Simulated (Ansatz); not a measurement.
With PBEsol (plane waves, PAW; program Ansatz), Si3N4 in the cubic phase (Fd-3m; Si on 16c, Si on 8b, N on 32e) relaxes to a = 7.743 Å. Si on 16c has 6 nearest neighbours from 1.88 Å (octahedral); Si on 8b has 4 nearest neighbours from 1.78 Å (tetrahedral). Against the elements it lies at -1133 meV/atom, with no fitted shifts.

It is gapped at this level: 3.29 eV (indirect). The valence maximum lies on the K–Γ line, 56 % of the way from K and the conduction minimum at Γ. The screened hybrid HSE06 puts the gap at 4.73 eV. The hole mass is 0.35, 1.1, 5.6 mₑ (principal values).

The bulk modulus is 308 GPa. The relaxed-ion elastic constants in GPa are C11 = 536, C12 = 195, C44 = 332. The elastic constants imply a Debye temperature near 1290 K. Perturbation theory gives ε∞ = 5.31. Letting the ions move raises it to ε0 = 12.6. Born charges are Si +3.60 to +3.67, N -2.73 e. The phonon dispersion is stable (no imaginary branch). Without the LO–TO term the highest mode at Γ lies at 954 cm⁻¹.

Symmetry was held in the PBEsol relaxation. The references are the lowest solids computed at this level, not always the standard phases (solids in place of the gases).

Potentials: the earlier of the program's two PAW sets. The files were generated under PBE; for other functionals the program regenerates the frozen cores, and for LDA and PBEsol the local potential too.
